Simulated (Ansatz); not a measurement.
ScPd3:
```
CELL_PARAMETERS angstrom
      3.90157     0.00000     0.00000
      0.00000     3.90157     0.00000
      0.00000     0.00000     3.90157
ATOMIC_POSITIONS crystal
  Sc 0.00000 0.00000 0.00000
  Pd 0.50000 0.50000 0.00000
  Pd 0.00000 0.50000 0.50000
  Pd 0.50000 0.00000 0.50000
```

Relaxed with LDA. Special points in fractions of this cell's reciprocal vectors: Γ (0.000, 0.000, 0.000); X (0.000, 0.500, 0.000); M (0.500, 0.500, 0.000); R (0.500, 0.500, 0.500).

### Question
List the band energies nearest the Fermi level at these points for DFT-LDA in the program Ansatz with PAW potentials.

### Answer
In eV from the Fermi level; about four levels below and three above (degenerate sets whole), none deeper than 8.9 eV; points with the same levels are listed once.

```json
[
 {"k": "Γ", "below": "-2.44 -2.44 -2.44 -0.98 -0.98 -0.29", "above": "0.17 0.17 0.17"},
 {"k": "X", "below": "-1.75 -1.75 -1.66 -1.61 -0.81", "above": "0.17 1.83 1.83"},
 {"k": "M", "below": "-2.03 -2.03 -1.56 -1.42 -0.79", "above": "2.27 2.27 2.34 2.34"},
 {"k": "R", "below": "-1.99 -1.99 -0.19 -0.19 -0.19", "above": "0.79 1.18 1.18 1.18"}
]
```

Space group Pm-3m (Cu3Au type). The workflow started from a Materials Project entry (that database holds measured and hypothetical structures alike); the Crystallography Open Database files this formula in space group No. 221, but the cells were not matched. Its standing as an ambient phase is unchecked. The LDA relaxation kept the symmetry of its start; of distortions, only those at the zone centre were tested. No spin polarisation was allowed. Scalar-relativistic: spin–orbit coupling is off unless named, which matters more the heavier the elements.

Potentials: the later of the program's two PAW sets.
